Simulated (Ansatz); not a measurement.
NbSb: frozen-core PAW against all-electron methods

```
Nb Sb
1.0
     3.18207    0.00000    0.00000
    -1.59104    2.75575    0.00000
     0.00000    0.00000   10.13459
Nb Sb
2 2
Direct
  0.33333 0.66667 0.04888
  0.66667 0.33333 0.54888
  0.33333 0.66667 0.32712
  0.66667 0.33333 0.82712
```

Atoms are numbered in the order listed.

The structure comes from a relaxation in the same program, started in the wurtzite type, and has space group P6_3mc. Whether it is a known phase or the ground state wasn't checked.

No spin–orbit coupling, which matters for the heavy atoms here.

Levels of theory: DFT, PBE, PAW with Ansatz's default frozen-core files, scalar-relativistic (Ansatz 0.2.0); DFT, PBE, all-electron PAW with datasets made for the crystal, scalar-relativistic (Ansatz 0.2.0); DFT, PBE, all-electron LAPW, scalar-relativistic (Ansatz 0.2.0).

For PAW: a Γ-centred 8×8×5 k mesh, Fermi–Dirac smearing of 0.05 eV, cutoff 420 eV, no spin polarisation; the mesh is coarse along some axis. The crystal-made all-electron datasets (AE datasets) take a cutoff of 260 eV at this cell. LAPW targets a basis error of 0.5 meV/atom. The Ansatz runs share mesh, smearing and spin set-up. Plane-wave (PAW) pressures include the program's estimate of the Pulay term.

Stress and pressure are positive in compression.

No spin–orbit coupling: at heavy atoms the gradients can be off by tens of per cent for that reason.

In a metal, gradients converge slowly with the k mesh: the values move by tens of per cent from one mesh to another, at times in sign, so only the comparison on one mesh counts.

Levels count from the Fermi level.

```json
{"quantity": "pressure (GPa)", "PAW": "0.00", "AE datasets": "-0.01", "LAPW": "-0.01"}
{"quantity": "highest filled level at K (eV)", "PAW": "-0.217", "AE datasets": "-0.218", "LAPW": "-0.218"}
{"quantity": "lowest empty level at K (eV)", "PAW": "0.489", "AE datasets": "0.489", "LAPW": "0.489"}
{"quantity": "highest filled level at A (eV)", "PAW": "-2.288", "AE datasets": "-2.289", "LAPW": "-2.289"}
{"quantity": "lowest empty level at A (eV)", "PAW": "0.227", "AE datasets": "0.228", "LAPW": "0.228"}
{"quantity": "highest filled level at L (eV)", "PAW": "-1.932", "AE datasets": "-1.933", "LAPW": "-1.933"}
{"quantity": "lowest empty level at L (eV)", "PAW": "0.176", "AE datasets": "0.176", "LAPW": "0.176"}
{"quantity": "field gradient Vzz at Nb1 (10²¹ V/m²)", "PAW": "1.07", "AE datasets": "1.00", "LAPW": "–"}
{"quantity": "field gradient Vzz at Sb3 (10²¹ V/m²)", "PAW": "-33.14", "AE datasets": "-33.40", "LAPW": "–"}
```

PAW's pressure differs from the LAPW value by about 0.01 GPa or less.
